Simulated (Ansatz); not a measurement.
Relaxed-ion elastic tensor of MoPd (L1₀ or tetragonal B2, P4/mmm) in GPa (Voigt order), PBEsol (plane waves, PAW; program Ansatz); density 11.43 g/cm³, 14.70 Å³ per atom.

```
 505  88.6   183   0.0   0.0   0.0
88.6   505   183   0.0   0.0   0.0
 183   183   397   0.0   0.0   0.0
 0.0   0.0   0.0   158   0.0   0.0
 0.0   0.0   0.0   0.0   158   0.0
 0.0   0.0   0.0   0.0   0.0  42.2
```

Is the crystal mechanically stable?

Yes: the smallest eigenvalue of C is 42.2 GPa.

Work out the Voigt, Reuss and Hill averages.

K_V = 257, K_R = 257, K_H = 257; G_V = 135, G_R = 99.3, G_H = 117 GPa.

Give Young's modulus, Poisson's ratio, Pugh's ratio and the universal anisotropy index.

E = 9KG/(3K + G) = 305 GPa; ν = 0.30; K/G = 2.20 (ductile by the Pugh limit of 1.75); A_U = 5G_V/G_R + K_V/K_R − 6 = 1.79.

Estimate the sound speeds and the Debye temperature.

v_l = √((K + 4G/3)/ρ) = 6010 m/s, v_t = √(G/ρ) = 3200 m/s, mean 3580 m/s; Θ = (h/k)(3n/4πV)^(1/3) v_m = 435 K.

Solve the Christoffel equation for the three sound speeds along x, y, z.

Eigenvalues of C_ijkl n_j n_l equal ρv². In km/s, slowest first: x 1.92, 3.71, 6.65; y 1.92, 3.71, 6.65; z 3.71, 3.71, 5.90.

How much does each axis shrink under pressure?

Linear compressibilities β_i = Σ_j S_ij (j = 1 to 3): x 1.3, y 1.3, z 1.3 per TPa.

The start of the workflow was typed in or built on a structure type; neither database checked (COD, Materials Project) lists it. Whether it is the stable phase at ambient conditions was not checked. The cell was relaxed with PBEsol under the symmetry of its start; whether a distortion lowers the energy is not shown. No spin polarisation was allowed. As this level gives no gap, shear constants depend on the k-mesh and smearing (Fermi–Dirac, 0.1 eV here). On the denser mesh and wider smearing of the elastic run this cell carries a stress of 0.3 GPa.

Potentials: the later of the program's two PAW sets.
